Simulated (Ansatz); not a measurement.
Level of theory: Ansatz, DFT PBE, scalar-relativistic, plane waves, PAW. All cells share a 420 eV cutoff and Γ-centred k meshes spaced at most about 0.3 Å⁻¹ (about 0.25 or finer for metals, 2π included). No spin polarisation in the final relaxations.

Temperature and zero-point effects are left out.

Compare these two cells of LiAg3Cl3, each relaxed at this level.

A.

```cif
data_structure
_symmetry_space_group_name_H-M 'Pm'
_symmetry_Int_Tables_number 6
_cell_length_a 6.9152
_cell_length_b 3.3825
_cell_length_c 7.0233
_cell_angle_alpha 90.000
_cell_angle_beta 118.673
_cell_angle_gamma 90.000
_cell_volume 144.13
loop_
_atom_site_label
_atom_site_type_symbol
_atom_site_symmetry_multiplicity
_atom_site_Wyckoff_symbol
_atom_site_fract_x
_atom_site_fract_y
_atom_site_fract_z
_atom_site_occupancy
Li1 Li 1 b 0.54991 0.50000 0.22191 1
Ag1 Ag 1 b 0.98853 0.50000 0.11040 1
Ag2 Ag 1 b 0.61565 0.50000 0.70309 1
Ag3 Ag 1 a 0.98627 0.00000 0.77184 1
Cl1 Cl 1 b 0.31802 0.50000 0.84406 1
Cl2 Cl 1 a 0.84024 0.00000 0.32459 1
Cl3 Cl 1 a 0.36808 0.00000 0.35751 1
```

B.

```cif
data_structure
_symmetry_space_group_name_H-M 'Cm'
_symmetry_Int_Tables_number 8
_cell_length_a 14.4125
_cell_length_b 3.5500
_cell_length_c 6.7845
_cell_angle_alpha 90.000
_cell_angle_beta 115.062
_cell_angle_gamma 90.000
_cell_volume 314.45
loop_
_atom_site_label
_atom_site_type_symbol
_atom_site_symmetry_multiplicity
_atom_site_Wyckoff_symbol
_atom_site_fract_x
_atom_site_fract_y
_atom_site_fract_z
_atom_site_occupancy
Li1 Li 2 a 0.64436 0.00000 0.63381 1
Ag1 Ag 2 a 0.59834 0.00000 0.14544 1
Ag2 Ag 2 a 0.89111 0.50000 0.05347 1
Ag3 Ag 2 a 0.96542 0.00000 0.81933 1
Cl1 Cl 2 a 0.96766 0.50000 0.53913 1
Cl2 Cl 2 a 0.69164 0.50000 0.46739 1
Cl3 Cl 2 a 0.74734 0.00000 0.00811 1
```

**Question.** Which is lower in energy, and by how much?

**Answer.** B is lower, by 10 meV/atom. A has space group Pm (No. 6), 20.6 Å³/atom and no gap on its mesh; B has space group Cm (No. 8), 22.5 Å³/atom and no gap. Counting Cl atoms around Ag and Li (those within 1.25 times the shortest such distance or 1.15 times the sum of covalent radii, 1.27 where that leaves under three; a plus sign parts nearer from farther groups; a slash parts the counts of unlike sites), A has Li 5, Ag 3/4 and B has Li 4, Ag 2/2+1/3. The lower one is the more open, so pressure narrows the difference. In A, around Li lie 5 Cl at 2.35–2.55 Å and 1 Ag at 3.19 Å; around Ag on its first site lie 4 Cl at 2.77–2.90 Å and 3 Ag at 2.78–2.91 Å; around Cl on its first site lie 1 Li at 2.35 Å and 3 Ag at 2.68–2.70 Å; 4 more sites not described. In B, Li has 4 Cl at 2.34–2.35 Å and 1 Ag at 3.09 Å; Ag on its first site is surrounded by 3 Cl at 2.68–2.69 Å, 3 Ag at 2.78–2.85 Å and 1 Li at 3.09 Å; Cl on its first site has 1 Li at 2.35 Å, 2 Ag at 2.61 Å and 1 Ag at 3.00 Å; 4 more sites not described. Both come from invented guesses.

The k mesh leaves some 4 meV/atom of noise in the energy of each metallic cell. In Pm, Cm an odd number of electrons in the primitive cell allows no gap without spin; a larger cell or a magnetic state could open one. Cells relaxed within their symmetry can be saddle points. The Cm cell of LiAg3Cl3 came from shaking the Pm one.
